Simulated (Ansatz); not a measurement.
SiO$_{2}$:
```yaml
crystal:
  lattice:
    - [3.97861, 2.29705, 2.61614]
    - [-3.97861, 2.29705, 2.61614]
    - [0.00000, -4.59410, 2.61614]
  atoms:
    - { symbol: Si, position: [0.71533, 0.28467, 0.50000] }
    - { symbol: Si, position: [0.50000, 0.71533, 0.28467] }
    - { symbol: Si, position: [0.28467, 0.50000, 0.71533] }
    - { symbol: O, position: [0.30958, 0.69042, 0.50000] }
    - { symbol: O, position: [0.50000, 0.30958, 0.69042] }
    - { symbol: O, position: [0.69042, 0.50000, 0.30958] }
    - { symbol: O, position: [0.00000, 0.33396, 0.66604] }
    - { symbol: O, position: [0.66604, 0.00000, 0.33396] }
    - { symbol: O, position: [0.33396, 0.66604, 0.00000] }
```

Relaxed with r²SCAN. Special points in fractions of this cell's reciprocal vectors: Γ (0.000, 0.000, 0.000); L (0.500, 0.000, 0.000); T (0.500, -0.500, 0.500); P0 (0.383, -0.617, 0.383); P2 (0.383, 0.383, 0.383); F (0.500, -0.500, 0.000).

**Question.** List the band energies nearest the valence-band maximum at these points for plane-wave PAW r²SCAN (Ansatz code).

**Answer.** In eV from the valence-band maximum; about four levels below and three above (degenerate sets whole), none deeper than 8.9 eV; points with the same levels are listed once.

| k | below | above |
|---|---|---|
| Γ | -0.86 -0.86 -0.37 -0.37 -0.02 | 6.35 9.90 10.32 |
| L | -0.89 -0.82 -0.30 -0.06 | 8.03 8.43 9.81 |
| T | -1.01 -1.01 -1.01 -0.80 -0.80 | 9.31 9.78 10.43 10.43 |
| P0 | -1.01 -1.01 -0.93 -0.73 -0.40 | 9.19 9.73 9.78 |
| F | -0.99 -0.83 -0.46 -0.17 | 8.68 9.42 9.55 |

Space group R32. The workflow started from a Materials Project entry (that database holds measured and hypothetical structures alike); the Crystallography Open Database copy checked does not list it. It is not the phase usual at ambient conditions (space group No. 92, 152, 154). The r²SCAN relaxation kept the symmetry of its start; phonons show weakly imaginary modes.

Potentials: the later of the program's two PAW sets.
